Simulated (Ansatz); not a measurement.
Bulk PtSe₂, relaxed with r²SCAN+D4 (plane waves, PAW; program Ansatz):

```xyz
3
Lattice="3.7249 0.0000 0.0000 -1.8625 3.2259 0.0000 0.0000 0.0000 5.3824" Properties=species:S:1:pos:R:3 pbc="T T T"
Pt     0.0000     0.0000     0.0000
Se     1.8625     1.0753     4.0811
Se     0.0000     2.1506     1.3012
```

One layer is taken out and relaxed. What does that cost?

79 meV/atom, or 20 meV/Å² of layer.

What lattice and gap has the free layer?

a = 3.690 Å; gap 1.58 eV, indirect.

Space group P-3m1 (1T). A layer that has been made, often on a substrate. The r²SCAN+D4 relaxation kept the symmetry of its start; whether a distortion lowers the energy is not shown. The run is not spin-polarised. Scalar-relativistic: spin–orbit coupling is off unless named, which matters more the heavier the elements.

Potentials: the later of the program's two PAW sets.
